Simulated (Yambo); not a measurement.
```
CELL_PARAMETERS angstrom
      2.58467     1.49226     4.52600
     -2.58467     1.49226     4.52600
      0.00000    -2.98452     4.52600
ATOMIC_POSITIONS crystal
  Li 0.50000 0.50000 0.50000
  F  0.13903 0.75461 0.35033
  F  0.86097 0.24539 0.64967
  F  0.75461 0.35033 0.13903
  F  0.24539 0.64967 0.86097
  F  0.35033 0.13903 0.75461
  F  0.64967 0.86097 0.24539
  Ta 0.00000 0.00000 0.00000
```

Workflow: PBEsol (Quantum ESPRESSO, PseudoDojo norm-conserving, 84 Ry, no spin-orbit coupling), then G0W0 in Yambo (2×2×2 Γ-centred k mesh, bands 2 to 160 and a 7 Ry block in the screening, 160 bands in G with the Bruneval-Gonze terminator, plasmon pole fitted at 27.2 eV).

### Question
Give the PBEsol and G0W0 gaps between the band edges found on this mesh, and say where the edges lie.

### Answer
Edges: Γ → L. PBEsol: 6.46 eV; G0W0: 11.15 eV. Nearest settings tried, and what they do to the gap: 106 bands in G: +22 meV; 106 bands in W, 106 bands in G: +100 meV; 6 Ry block (175 vectors against 223): +39 meV. Not varied: mesh. So the settings aren't converged at that level. The k mesh is coarse. Without spin-orbit coupling, band edges of such heavy elements can be off by tenths of an eV.

Geometry of the Materials Project entry, not relaxed at this level.

The structure is a Materials Project entry; no match was found in the copy of COD used, and its stability was not checked.
